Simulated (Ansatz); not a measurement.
The relaxed structure here is a generated cell of NaGeCl3: the first start was made by placing the elements on the sites of a structure type, and the end was not matched to a known phase here, so it may be hypothetical.

A structure of NaGeCl3 relaxed with r2SCAN (plane waves to 500 eV, PAW, scalar-relativistic; Ansatz, a program for electronic structure); single points at other levels follow on the same geometry (Ansatz, PAW; HSE06 at 420 eV on a 3×2×3 k-mesh; no spin-orbit coupling). Space group Pnma (No. 62).

```cif
data_Cl12Ge4Na4
_chemical_formula_sum 'Na4 Ge4 Cl12'
_space_group_name_H-M_alt 'P 1'
_space_group_IT_number 1
_cell_length_a 7.22171
_cell_length_b 9.94080
_cell_length_c 6.72812
_cell_angle_alpha 90.000
_cell_angle_beta 90.000
_cell_angle_gamma 90.000
loop_
_space_group_symop_operation_xyz
  'x, y, z'
loop_
_atom_site_label
_atom_site_type_symbol
_atom_site_fract_x
_atom_site_fract_y
_atom_site_fract_z
_atom_site_occupancy
Na1 Na 0.41285 0.25000 0.96871 1
Na2 Na 0.91285 0.25000 0.53129 1
Na3 Na 0.58715 0.75000 0.03129 1
Na4 Na 0.08715 0.75000 0.46871 1
Ge1 Ge 0.00000 0.00000 0.00000 1
Ge2 Ge 0.50000 0.50000 0.50000 1
Ge3 Ge 0.00000 0.50000 0.00000 1
Ge4 Ge 0.50000 0.00000 0.50000 1
Cl1 Cl 0.05464 0.25000 0.13957 1
Cl2 Cl 0.55464 0.25000 0.36043 1
Cl3 Cl 0.94536 0.75000 0.86043 1
Cl4 Cl 0.44536 0.75000 0.63957 1
Cl5 Cl 0.31201 0.56996 0.18017 1
Cl6 Cl 0.81201 0.93004 0.31983 1
Cl7 Cl 0.68799 0.06996 0.81983 1
Cl8 Cl 0.18799 0.43004 0.68017 1
Cl9 Cl 0.68799 0.43004 0.81983 1
Cl10 Cl 0.18799 0.06996 0.68017 1
Cl11 Cl 0.31201 0.93004 0.18017 1
Cl12 Cl 0.81201 0.56996 0.31983 1
```

```json
[
 {"level": "r2SCAN", "gap (eV)": "2.02", "kind": "direct", "conduction minimum": "Γ"},
 {"level": "HSE06", "gap (eV)": "___", "kind": "–", "conduction minimum": "___"}
]
```

Problem. Fill in the missing entries.

Solution. 
- HSE06, gap (eV): 2.51
- HSE06, conduction minimum: Γ

For this cell size the semilocal gaps come from the SCF mesh and high-symmetry points. No spin polarisation in the result.

The run could not lose the symmetry of its start: the end is stationary, and may be a saddle point rather than a minimum.
